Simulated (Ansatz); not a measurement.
SiNi3:
```
CELL_PARAMETERS angstrom
      3.46444     0.00000     0.00000
      0.00000     3.46444     0.00000
      0.00000     0.00000     3.46444
ATOMIC_POSITIONS crystal
  Si 0.00000 0.00000 0.00000
  Ni 0.00000 0.50000 0.50000
  Ni 0.50000 0.00000 0.50000
  Ni 0.50000 0.50000 0.00000
```

Relaxed with r²SCAN. Special points in fractions of this cell's reciprocal vectors: Γ (0.000, 0.000, 0.000); X (0.000, 0.500, 0.000); M (0.500, 0.500, 0.000); R (0.500, 0.500, 0.500).

Task: List the band energies nearest the Fermi level at these points for DFT-r²SCAN in the program Ansatz with PAW potentials.

Result: In eV from the Fermi level; about four levels below and three above (degenerate sets whole), none deeper than 8.9 eV; points with the same levels are listed once.

```json
[
 {"k": "Γ", "below": "-1.06 -1.06 -1.06 -0.76 -0.76 -0.36", "above": "0.06 0.06 0.06"},
 {"k": "X", "below": "-1.41 -1.41 -1.28 -0.68", "above": "0.06 3.91 3.91"},
 {"k": "M", "below": "-1.63 -1.63 -1.63 -1.21 -1.11 -1.00", "above": "0.69 0.69 6.10"},
 {"k": "R", "below": "-0.62 -0.22 -0.22 -0.22", "above": "1.55 4.35 4.35 4.35"}
]
```

Space group Pm-3m (Cu3Au type). The r²SCAN relaxation kept the symmetry of its start. The run is not spin-polarised.

Potentials: the later of the program's two PAW sets.
